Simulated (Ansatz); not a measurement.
Na (bcc (W type)), relaxed with PBEsol (Ansatz, a program for electronic structure, plane waves, PAW): a = 4.1713 Å, b = 4.1713 Å, c = 4.1713 Å, α = 90.00°, β = 90.00°, γ = 90.00°.

```
Quantity              Value
--------------------  -----
B₀ by P(V) fit (GPa)    7.9
K_Hill (GPa)            7.9
G_Hill (GPa)            2.8
Θ_D (K)                 165
```

Task: The same phase is relaxed and computed with PBE in the same code. What are the cell and these values now?

Result: a = 4.197 Å, b = 4.197 Å, c = 4.197 Å, α = 90.00°, β = 90.00°, γ = 90.00°.

B₀ by P(V) fit (GPa): 7.8
K_Hill (GPa): 7.8
G_Hill (GPa): 2.7
Θ_D (K): 163

All cells were relaxed under the symmetry of their starts (and spin orders); stability against distortions was not tested throughout.

Potentials: the earlier of the program's two PAW sets. The files were generated under PBE; for other functionals the program regenerates the frozen cores, and for LDA and PBEsol the local potential too.

Ansatz is a plane-wave DFT program.
